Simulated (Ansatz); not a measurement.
Given:

PbS:
```xyz
2
Lattice="-2.0669 2.0669 2.9209 2.0669 -2.0669 2.9209 2.0669 2.0669 -2.9209" Properties=species:S:1:pos:R:3 pbc="T T T"
Pb     0.0000     0.0000     0.0000
S      0.0000     0.0000     2.9209
```

This is the LDA-relaxed structure.

All from DFT-LDA in the program Ansatz with PAW potentials, unless another level is named. Give the Poisson's ratio.

0.27.

Predict the highest zone-centre frequency (without LO–TO term).

80 cm⁻¹.

Space group Fm-3m (rock salt). The LDA relaxation kept the symmetry of its start. At this level the phase is dynamically unstable (imaginary phonons). Scalar-relativistic: spin–orbit coupling is off unless named, which matters more the heavier the elements.

Potentials: the earlier of the program's two PAW sets.
